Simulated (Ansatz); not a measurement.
A: Mg2Sn (antifluorite type, space group Fm-3m), a = b = c = 6.816 Å, α = β = γ = 90.00°
B: Ir (fcc, Cu type), a = 3.8708 Å, b = 3.8708 Å, c = 3.8708 Å, α = 90.00°, β = 90.00°, γ = 90.00°
C: BeSe (zinc blende), a = 5.1778 Å, b = 5.1778 Å, c = 5.1778 Å, α = 90.00°, β = 90.00°, γ = 90.00°
D: InAs (zinc blende), a = b = c = 6.1863 Å, α = β = γ = 90.00°
E: Rh (fcc, Cu type), a = b = c = 3.830 Å, α = β = γ = 90.00°

Scan: energy against volume (even scaling of the relaxed cell, symmetry kept). All come from one method, each on a k mesh of its own. All were relaxed with their symmetry unable to fall. At this level the bands of InAs touch or barely overlap; measurements give the solid a gap. At this level the bands of Mg2Sn touch or barely overlap; measurements give the solid a gap. Ir is run without spin polarisation. Rh is run without spin polarisation. Spin-orbit coupling is left out.

Order them by bulk modulus (fitted) (highest first) at the level PBE (plane waves to 420 eV, PAW, scalar-relativistic; Ansatz, a quantum-chemistry and plane-wave program).

B (346 GPa), E (256 GPa), C (75.1 GPa), D (48.3 GPa), A (40.5 GPa)

(A scan under strain: stresses follow from slopes of the energy per volume, elastic moduli from its curvatures.)
